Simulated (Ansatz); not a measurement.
The relaxed structure here is a generated cell of Ir: the first start was made by a random draw of sites in a space group, and the end was not matched to a known phase here, so it may be hypothetical. Known forms of Ir include space group No. 225.

One stationary structure of Ir. Space group Pm-3m (No. 221). Calculation: PBE (plane waves to 420 eV, PAW, scalar-relativistic; Ansatz, a quantum-chemistry and plane-wave program).

```xyz
3
Lattice="3.7324 0.0000 0.0000 0.0000 3.7324 0.0000 0.0000 0.0000 3.7324" Properties=species:S:1:pos:R:3 pbc="T T T"
Ir     0.0000     1.8662     1.8662
Ir     1.8662     0.0000     1.8662
Ir     1.8662     1.8662     0.0000
```

```json
{
 "volume_per_atom": "17.33 Å³",
 "band_gap": "zero (metallic)",
 "shortest_distances": "Ir–Ir 2.64 Å",
 "k-mesh": "13×13×13"
}
```

Band energies at high-symmetry points (eV from the Fermi level; labels of this space group; no spin-orbit coupling), from −5 eV up to 1.8 eV:

```tsv
point	energies
Γ	-0.80 -0.80 -0.80 0.65 0.65
X	-4.53 -3.82 -3.82 -3.07 -2.97 -2.97 -1.97 -1.70 -1.60 -0.63 -0.63 -0.50 0.82
M	-4.79 -4.37 -3.55 -3.35 -3.29 -3.29 -2.79 -2.79 -1.57 -1.57 -1.44 -0.56 -0.44 0.27
R	-3.27 -3.27 -3.27 -1.24 -1.24 -1.24 0.05 0.12 0.12
```

No spin polarisation in the result.

The run could not lower the symmetry of its start; a shaken copy of this end point relaxes with PBE to R32 (No. 155), 0.06 eV/atom lower.
